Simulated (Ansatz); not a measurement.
**How far is PAW off for YS?**

```yaml
crystal:
  lattice:
    - [0.00000, 2.71621, 2.74365]
    - [2.71621, 0.00000, 2.74365]
    - [2.71621, 2.71621, 0.00000]
  atoms:
    - { symbol: Y, position: [0.50000, 0.50000, 0.50000] }
    - { symbol: S, position: [0.00000, 0.00000, 0.00000] }
```

Atoms are numbered in the order listed.

The geometry is COD entry 1539528, unchecked; take it as a test cell. The listed cell was then made from it by scaling, straining or moving an atom.

Spin polarisation is left out, and whether a magnetic state lies lower isn't shown here.

Levels of theory: DFT, LDA, PAW with Ansatz's default frozen-core files, scalar-relativistic (Ansatz 0.2.0); DFT, LDA, all-electron PAW with datasets made for the crystal, scalar-relativistic (Ansatz 0.2.0); DFT, LDA, all-electron LAPW, scalar-relativistic (Ansatz 0.2.0).

For PAW: a Γ-centred 8×8×8 k mesh, Fermi–Dirac smearing of 0.01 eV, cutoff 420 eV, no spin polarisation; the PAW files were made with PBE, and the program remakes their frozen cores for this functional. The crystal-made all-electron datasets (AE datasets) take a cutoff of 240 eV at this cell. LAPW targets a basis error of 0.25 meV/atom. The Ansatz runs share mesh, smearing and spin set-up. Plane-wave (PAW) pressures include the program's estimate of the Pulay term.

Stress and pressure are positive in compression.

The change that made this cell: equal xx and yy strain of -1 %.

No spin–orbit coupling: at heavy atoms the gradients can be off by tens of per cent for that reason.

In a metal, gradients converge slowly with the k mesh: the values move by tens of per cent from one mesh to another, at times in sign, so only the comparison on one mesh counts.

| quantity | PAW | AE datasets | LAPW |
| --- | --- | --- | --- |
| pressure (GPa) | -1.81 | -1.80 | -1.80 |
| stress xx (GPa) | -1.05 | -1.03 | -1.03 |
| stress zz (GPa) | -3.34 | -3.32 | -3.32 |
| field gradient Vzz at Y1 (10²¹ V/m²) | 1.20 | 1.19 | – |

PAW's pressure differs from the LAPW value by -0.02 GPa. Datasets made for the crystal and LAPW share parts of one code, so their agreement isn't an independent check.
